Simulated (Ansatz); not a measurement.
Below is a relaxed structure of BeAl. The cell was found from a structure generator's guess, not taken from experiment.

All numbers below come from Ansatz 0.2.0, DFT PBE, scalar-relativistic, plane waves, PAW. Cutoff 420 eV, Γ-centred mesh, Gaussian smearing, no spin polarisation.

```
Be Al
1.0
     2.65547    0.00000    0.00000
     0.00000    2.65547    0.00000
     0.00000    0.00000    3.58065
Be Al
1 1
Direct
  0.50000 0.50000 0.00000
  0.00000 0.00000 0.50000
```

Energies over the elements count from the elements' standard structures at the same level, with no fitted energy shifts.

**Question.** Find its symmetry and describe it.

**Answer.** P4/mmm (No. 123), the CuAu (L1_0) type. Conventional cell: a = 2.655 Å, c = 3.581 Å. Around Be lie 8 Al at 2.59 Å and 4 Be at 2.66 Å; Al has 8 Be at 2.59 Å and 4 Al at 2.66 Å.

**Question.** How far does it lie from the elements in energy?

**Answer.** +0.26 eV/atom. It can't be a ground state, since the elements alone are lower.

**Question.** Is it a metal?

**Answer.** Yes, bands cross the Fermi level on the 20×20×16 mesh.

The last run used a 20×20×16 mesh (in the run's order of axes) for its 2-atom cell and Gaussian smearing of 0.10 eV. A structure relaxed within its symmetry needn't be a true minimum. Another cell of BeAl relaxed alike, in P6_3/mmc, lies 96 meV/atom lower, so this cell isn't the stable form at this level.
